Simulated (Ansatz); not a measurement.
Relaxed C (graphite type, space group P6_3/mmc):

```
CELL_PARAMETERS angstrom
      2.46498     0.00000     0.00000
     -1.23249     2.13473     0.00000
      0.00000     0.00000     6.72886
ATOMIC_POSITIONS crystal
  C  0.00000 0.00000 0.25000
  C  0.00000 0.00000 0.75000
  C  0.33333 0.66667 0.25000
  C  0.66667 0.33333 0.75000
```

In this cell atom 1 (C, nearest neighbour C at 1.423 Å; its periodic images, 2.5 Å or more away, move with it) is moved by u·(1.000, 0.000, 0.000) + v·(0.000, 1.000, 0.000); the rest is frozen.

All values below come from PBE-D3(BJ) (plane waves to 420 eV, PAW, scalar-relativistic; Ansatz, a quantum-chemistry and plane-wave program). k mesh 12×12×4 (Γ-centred), Fermi-Dirac smearing 0.05 eV. Energies are smeared free energies. Points where atoms come too close for the PAW data are left out (x in tables, blank in figures). With partly filled bands, energies and forces of such displacements shift with the k mesh and the smearing. C was relaxed with its symmetry unable to fall. The PAW data are Ansatz's earlier set. The last digit holds for this mesh only.

Changes of ΔE (eV/cell) from the point u = 0.000 Å, v = 0.000 Å when one coordinate moves alone (two changes are said to add if the coupling is within 5 % of the smaller one, nearly so within 20 %):

| point | change |
|---|---|
| u = 0.000 Å, v = -0.360 Å | 2.1584 |
| u = 0.000 Å, v = -0.240 Å | 1.2140 |
| u = 0.000 Å, v = -0.120 Å | 0.3476 |
| u = -0.240 Å, v = 0.000 Å | 1.5202 |
| u = -0.120 Å, v = 0.000 Å | 0.3858 |
| u = 0.120 Å, v = 0.000 Å | 0.3858 |
| u = 0.240 Å, v = 0.000 Å | 1.5202 |
| u = 0.000 Å, v = 0.120 Å | 0.4241 |
| u = 0.000 Å, v = 0.240 Å | 1.8675 |

Q: Do the two effects add at u = 0.120 Å, v = -0.120 Å? Give the computed change.

A: The sum of the single changes is 0.3858 + (0.3476) = 0.7334; the calculation gives 0.8538, so the coupling contributes 0.1204 (over 20 % of the smaller single change, not additive).

Q: Do the two effects add at u = -0.240 Å, v = 0.120 Å? Give the computed change.

A: The sum of the single changes is 1.5202 + (0.4241) = 1.9443; the calculation gives 1.4448, so the coupling contributes -0.4995 (over 20 % of the smaller single change, not additive).

Q: Do the two effects add at u = 0.120 Å, v = 0.240 Å? Give the computed change.

A: The sum of the single changes is 0.3858 + (1.8675) = 2.2533; the calculation gives 1.9742, so the coupling contributes -0.2791 (over 20 % of the smaller single change, not additive).

(For displaced atoms, the force is minus the slope of the energy, and its curvature is a force constant, which sets phonon frequencies.)
